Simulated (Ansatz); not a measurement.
HBr:
Space group I4/mmm (No. 139); a = 5.206 Å, b = 5.206 Å, c = 3.334 Å, α = 90.00°, β = 90.00°, γ = 90.00°

```
atom  site  symmetry       x       y       z
----  ----  --------  ------  ------  ------
H       2a     4/mmm  0.0000  0.0000  0.0000
Br      2b     4/mmm  0.0000  0.0000  0.5000
```
(The calculation used a cell of 2 atoms; values per cell refer to that cell.)

Relaxed with r²SCAN+D4.

Q: Which orbitals make up the states near the band edges in plane-wave PAW r²SCAN+D4 (Ansatz code)?

A: Top 1 eV of the valence band: Br 4p 100 %. Bottom 1 eV of the conduction band: H 1s 58 %, Br 4s 23 %, Br 4p 9 %, outside the projected shells 10 %. Projections are on Löwdin-orthogonalised atomic valence shells; empty p or d shells of many metals are not among them.

Q: Tabulate the density of states.

A: States/eV per cell of 2 atoms, in 0.25 eV bins, energy from the valence-band maximum.

```csv
E (eV),total,Br 4p,H 1s,Br 4s
-7.85,0.00,0.00,0.00,0.00
-7.60,0.00,0.00,0.00,0.00
-7.35,1.11,0.63,0.45,0.01
-7.10,0.58,0.33,0.22,0.02
-6.85,0.36,0.21,0.13,0.02
-6.60,0.36,0.21,0.12,0.02
-6.35,0.33,0.19,0.11,0.03
-6.10,0.27,0.15,0.08,0.02
-5.85,0.27,0.15,0.08,0.03
-5.60,0.27,0.15,0.08,0.03
-5.35,0.25,0.15,0.07,0.03
-5.10,0.22,0.13,0.06,0.03
-4.85,0.22,0.13,0.06,0.03
-4.60,0.22,0.13,0.06,0.03
-4.35,0.22,0.13,0.06,0.03
-4.10,0.21,0.13,0.05,0.03
-3.85,0.20,0.12,0.05,0.02
-3.60,0.20,0.12,0.05,0.02
-3.35,0.20,0.13,0.04,0.02
-3.10,0.20,0.13,0.04,0.02
-2.85,0.21,0.14,0.04,0.02
-2.60,0.24,0.17,0.04,0.02
-2.35,0.24,0.19,0.03,0.02
-2.10,0.34,0.30,0.02,0.01
-1.85,0.64,0.61,0.01,0.01
-1.60,1.39,1.32,0.04,0.02
-1.35,1.79,1.68,0.06,0.03
-1.10,1.79,1.74,0.03,0.02
-0.85,2.02,1.99,0.01,0.01
-0.60,2.72,2.70,0.00,0.00
-0.35,4.24,4.23,0.00,0.00
-0.10,2.70,2.70,0.00,0.00
0.15,0.00,0.00,0.00,0.00
0.40,0.00,0.00,0.00,0.00
0.65,0.00,0.00,0.00,0.00
0.90,0.00,0.00,0.00,0.00
1.15,0.00,0.00,0.00,0.00
1.40,0.00,0.00,0.00,0.00
1.65,0.04,0.00,0.03,0.01
1.90,0.22,0.01,0.14,0.06
2.15,0.26,0.02,0.15,0.06
2.40,0.26,0.04,0.14,0.06
2.65,0.25,0.05,0.13,0.05
2.90,0.17,0.04,0.08,0.03
3.15,0.15,0.04,0.07,0.03
3.40,0.15,0.04,0.07,0.03
3.65,0.15,0.04,0.07,0.02
3.90,0.15,0.04,0.07,0.02
4.15,0.15,0.05,0.07,0.02
4.40,0.15,0.05,0.07,0.02
4.65,0.14,0.05,0.06,0.02
4.90,0.14,0.05,0.06,0.02
5.15,0.14,0.05,0.06,0.02
5.40,0.14,0.05,0.06,0.02
5.65,0.14,0.05,0.06,0.01
5.90,0.14,0.05,0.06,0.01
6.15,0.14,0.05,0.06,0.01
6.40,0.14,0.05,0.06,0.01
```

The workflow started from an entry of the Crystallography Open Database (COD); the relaxed space group is not among those it files for this formula. COD files the formula under space group No. 36, 69, 225. Symmetry was held in the r²SCAN+D4 relaxation; whether a distortion lowers the energy is not shown. The substance is a gas or liquid at ambient conditions. Scalar-relativistic: spin–orbit coupling is off unless named, which matters more the heavier the elements.

Potentials: the later of the program's two PAW sets.
